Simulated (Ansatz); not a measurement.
Theory: DFT PBE, scalar-relativistic, plane waves, PAW (Ansatz 0.2.0). Settings of the last relaxation (8-atom cell): 420 eV, 8×8×8 k points, Gaussian smearing of 0.02 eV, no spin polarisation.

The zero of energy is the elements' standard structures at the same level (O₂ as a molecule); no fitted shifts are applied.

Problem. Suggest a trial structure for a cubic narrow-gap semiconductor made of O, S and Zn, with a gap near 0.4 eV, a formation energy near −1.19 eV/atom and about 14 Å³ per atom, in a cell of 8 atoms. Its symmetry should be P-43m (No. 215).

Solution. Zn4SO3, space group P-43m (No. 215). Around Zn lie 3 O at 2.04 Å and 1 S at 2.26 Å; S has 4 Zn at 2.26 Å; O has 4 Zn at 2.04 Å.

```cif
data_structure
_symmetry_space_group_name_H-M 'P-43m'
_symmetry_Int_Tables_number 215
_cell_length_a 4.8208
_cell_length_b 4.8208
_cell_length_c 4.8208
_cell_angle_alpha 90.000
_cell_angle_beta 90.000
_cell_angle_gamma 90.000
_cell_volume 112.03
loop_
_atom_site_label
_atom_site_type_symbol
_atom_site_symmetry_multiplicity
_atom_site_Wyckoff_symbol
_atom_site_fract_x
_atom_site_fract_y
_atom_site_fract_z
_atom_site_occupancy
Zn1 Zn 4 e 0.77061 0.77061 0.77061 1
S1 S 1 b 0.50000 0.50000 0.50000 1
O1 O 3 d 0.00000 0.00000 0.50000 1
```

- Volume per atom: 14.00 Å³
- Density: 5.06 g/cm³
- Energy over the elements: −1.192 eV/atom
- Gap on the 8×8×8 mesh of the 8-atom cell: 0.43 eV

It was reached by relaxing an invented guess, and it needn't be the stable form of this composition. The answer needn't be unique; the calculation gave this one.

Kohn–Sham gaps at this level usually fall short of measured ones. The reference form of S is held partly by dispersion forces, which this level lacks. A structure relaxed within its symmetry needn't be a true minimum.
